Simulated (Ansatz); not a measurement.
Computed with DFT PBE, scalar-relativistic, plane waves, PAW (Ansatz). All cells share a 420 eV cutoff and Γ-centred k meshes spaced at most about 0.3 Å⁻¹ (about 0.25 or finer for metals, 2π included). No spin polarisation in the final relaxations.

These are static total energies at zero pressure.

Two relaxed structures of SiGe5:

A.

```
Si Ge
1.0
     0.00000    3.90027    3.90027
     3.90027    0.00000    3.90027
     3.90027    3.90027    0.00000
Si Ge
1 5
Direct
  0.00000 0.00000 0.00000
  0.75000 0.75000 0.75000
  0.37480 0.87559 0.37480
  0.37480 0.37480 0.87559
  0.87559 0.37480 0.37480
  0.37480 0.37480 0.37480
```

B.

```
Si Ge
1.0
     5.28022    0.00000    0.00000
    -2.64011    4.57281    0.00000
     0.00000    0.00000    5.16766
Si Ge
1 5
Direct
  0.00000 0.00000 0.00000
  0.00000 0.50000 0.50000
  0.33333 0.66667 0.00000
  0.66667 0.33333 0.00000
  0.50000 0.00000 0.50000
  0.50000 0.50000 0.50000
```

Problem. Which would you expect to be lower, and how large is the difference?

Solution. A is lower, by 25 meV/atom. A has space group F-43m (No. 216), 19.8 Å³/atom and no gap on its mesh; B has space group P6/mmm (No. 191), 20.8 Å³/atom and no gap. Counting Ge atoms around Si (those within 1.25 times the shortest such distance or 1.15 times the sum of covalent radii, 1.27 where that leaves under three; a plus sign parts nearer from farther groups; the shortest distance is added where it exceeds 1.18 times the sum of covalent radii), A has Si 16 from 3.2 Å and B has Si 6+12 from 3.0 Å. The denser one is the lower, and pressure would at first widen the difference. Even the lower one lies +0.55 eV/atom against the reference forms of the elements (uncorrected), so neither is stable at this level. In A, around Si lie 16 Ge at 3.23–3.38 Å; Ge on a site of symmetry -43m is surrounded by 12 Ge at 3.23 Å and 4 Si at 3.38 Å; around Ge on a site of symmetry 3m lie 6 Ge at 2.75–2.76 Å, 3 Si at 3.23 Å and 3 Ge at 3.23 Å. In B, around Si lie 6 Ge at 3.05 Å and 12 Ge at 3.69 Å; Ge on a site of symmetry mmm has 4 Ge at 2.64 Å and 4 Ge at 3.00 Å; around Ge on a site of symmetry -6m2 lie 9 Ge at 3.00–3.05 Å and 3 Si at 3.05 Å. Both come from invented guesses. A third cell relaxed alike, in I4/mmm, lies 174 meV/atom below the lower of the two.

Cells relaxed within their symmetry can be saddle points.
